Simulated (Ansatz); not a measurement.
Input and command of a calculation in Ansatz (plane waves; scalar-relativistic PAW potentials unless the input names others):

```yaml
crystal:
  lattice:
    - [2.9942478283, 0.0, 0.0]
    - [-1.4971239141, 2.5930946845, 0.0]
    - [0.0, 0.0, 4.686]
  atoms:
    - { symbol: ti, position: [0.3333333333, 0.6666666667, 0.25] }
    - { symbol: Ti, position: [0.6666666667, 0.3333333333, 0.75] }
basis:
  ecutwfc: 420
kpoints:
  mp_grid: { grid: [18, 18, 10] }
hamiltonian:
  xc: pbesol
scf:
  occupations: { method: gaussian, width: 0.15 }
  max_iter: 80
output:
  forces: true
  eigenvalues: true
  stress: true
```

```bash
ansatz run input.yaml --threads 1 --pin off --max-ram 1228MiB --backend cpu --events-out ev --progress --plain --runs-dir out
```

**Question.** Will this input run?

**Answer.** The program refuses it, because of an unknown element (crystal.atoms[0].symbol: "Ti" → "ti"). With the sound run's settings it is accepted.

Abridged log:
```
Error: YAML parse error: error: line 7 column 17: `ti` is not an element symbol (H … Og, case-exact)
 --> <input>:7:17
  |
5 |     - [0.0, 0.0, 4.686]
6 |   atoms:
7 |     - { symbol: ti, position: [0.3333333333, 0.6666666667, 0.25] }
  |                 ^ `ti` is not an element symbol (H … Og, case-exact)
8 |     - { symbol: Ti, position: [0.6666666667, 0.3333333333, 0.75] }
9 | basis:
  |
```